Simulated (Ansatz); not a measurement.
BRu (CsCl type, Pm-3m) under volume change, the program Ansatz at the PBE level (PAW), scaled uniformly.

```tsv
V (Å³/atom)	E − E(relaxed) (meV/atom)	P (GPa)
8.894	?	?
9.187	39.8	23.04
9.480	9.4	10.56
9.773	0.0	0.02
10.067	?	?
10.360	31.6	-16.38
10.653	67.6	-22.77
```

**Question.** What belongs in the gaps?

**Answer.** 
- 8.894, E − E(relaxed) (meV/atom): 95.1
- 8.894, P (GPa): 37.75
- 10.067, E − E(relaxed) (meV/atom): 8.3
- 10.067, P (GPa): -8.86

**Question.** What does a third-order Birch–Murnaghan fit give for V₀, B₀ and B′?

**Answer.** V₀ = 9.77 Å³/atom, B₀ = 322 GPa, B′ = 4.6.

A made-up cell: these elements were put on the sites of a structure type; neither database checked (COD, Materials Project) lists it. Its standing as an ambient phase is unchecked. The cell was relaxed with PBE under the symmetry of its start; whether a distortion lowers the energy is not shown. The run is not spin-polarised. Spin–orbit coupling is left out wherever it is not named.

Potentials: the earlier of the program's two PAW sets.
